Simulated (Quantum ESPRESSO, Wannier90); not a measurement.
Wannierisation of InSb (Cmc2₁)

```xyz
4
Lattice="2.3125 -4.0026 0.0000 2.3125 4.0026 0.0000 0.0000 0.0000 7.6163" Properties=species:S:1:pos:R:3 pbc="T T T"
In     0.0000     2.6568    -3.7179
In     0.0000    -2.6568     0.0903
Sb     0.0000     2.6778     1.0522
Sb     0.0000    -2.6778    -2.7560
```

Cell from Materials Project (mp-1007661), symmetrised, no further relaxation. Not found in the COD (Crystallography Open Database) copy used, which has the formula in other groups; not checked further. The atoms lie within 0.1 Å of the higher space group P6_3mc. Computed values, not measurements, from PBEsol: Quantum ESPRESSO (norm-conserving PseudoDojo potentials, cutoff 64 Ry, spinors with spin-orbit coupling) on a Γ-centred 4×4×4 mesh, then Wannier90. Density: 8×8×4 mesh, cold smearing 0.01 Ry. With spin-orbit coupling a semilocal functional can close or falsely invert a small gap; the band order was not checked against a better method.

A tight-binding model is made by disentanglement and projection with no localisation steps (num_iter = 0), so the 32 orbitals stay atom-like: hydrogen-like In: s;p; Sb: s;p, axes along x, y, z; frozen window up to 3.00 eV relative to the Fermi level. It follows pw.x to 34 meV rms for states up to 1.0 eV relative to the Fermi level. Matrix elements depend on this choice of orbitals and windows.

Q: What are the on-site energies relative to the Fermi level, and how fast do the hoppings decay?

A: 
| atom | orbitals | energy (eV) |
|---|---|---|
| In1 | s↑ s↓ | -3.15 |
| In1 | pz↑ pz↓ | 2.17 |
| In1 | px↑ px↓ py↑ py↓ | 2.21 |
| In2 | s↑ s↓ | -3.15 |
| In2 | pz↑ pz↓ | 2.17 |
| In2 | px↑ px↓ py↑ py↓ | 2.21 |
| Sb3 | s↑ s↓ | -7.35 |
| Sb3 | pz↑ pz↓ | 0.35 |
| Sb3 | px↑ px↓ py↑ py↓ | 0.33 |
| Sb4 | s↑ s↓ | -7.35 |
| Sb4 | pz↑ pz↓ | 0.35 |
| Sb4 | px↑ px↓ py↑ py↓ | 0.33 |

```
distance of the centres (Å)  largest modulus (eV)
---------------------------  --------------------
2–3                                           1.5
3–4                                           2.1
4–5                                          0.53
5–6                                          0.14
6–7                                          0.12
7–8                                          0.17
```

Effective spin-orbit constants λ of λ L·S, from the same-site elements px↑–py↑ (λ/2) and dx2-y2↑–dxy↑ (λ), where they are among the larger elements: Sb3 p 0.43 eV, Sb4 p 0.43 eV.
